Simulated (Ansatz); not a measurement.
MgO:
```
CELL_PARAMETERS angstrom
      5.57528     0.00000     0.00000
      0.00000     5.57528     0.00000
      0.00000     0.00000     5.57528
ATOMIC_POSITIONS crystal
  Mg 0.25000 0.00000 0.50000
  Mg 0.75000 0.00000 0.50000
  Mg 0.50000 0.75000 0.00000
  Mg 0.50000 0.25000 0.00000
  Mg 0.00000 0.50000 0.75000
  Mg 0.00000 0.50000 0.25000
  O  0.25000 0.50000 0.00000
  O  0.75000 0.50000 0.00000
  O  0.00000 0.75000 0.50000
  O  0.00000 0.25000 0.50000
  O  0.50000 0.00000 0.75000
  O  0.50000 0.00000 0.25000
```

Relaxed with r²SCAN. Special points in fractions of this cell's reciprocal vectors: Γ (0.000, 0.000, 0.000); X (0.000, 0.500, 0.000); M (0.500, 0.500, 0.000); R (0.500, 0.500, 0.500).

List the band energies nearest the valence-band maximum at these points for r²SCAN (plane waves, PAW; program Ansatz).

In eV from the valence-band maximum; about four levels below and three above (degenerate sets whole), none deeper than 8.9 eV; points with the same levels are listed once.

```csv
k,below,above
Γ,-0.66 -0.66 -0.66 0.00 0.00 0.00,3.40 6.31 8.75 8.75 8.75
X,-0.62 -0.62 0.00 0.00,5.29 5.29 8.27 8.27
M,-0.62 -0.62 -0.49 0.00,6.23 6.23 6.45
R,-0.85 -0.85 -0.85 -0.85,6.77 6.77 8.21 8.21 8.21 8.21 8.21 8.21
```

Space group Pm-3n. The first step of the workflow began from a Materials Project structure, measured or hypothetical; the Crystallography Open Database copy checked does not list it. It is not the phase usual at ambient conditions (space group No. 225). The cell was relaxed with r²SCAN under the symmetry of its start; of distortions, only those at the zone centre were tested.

Potentials: the later of the program's two PAW sets.
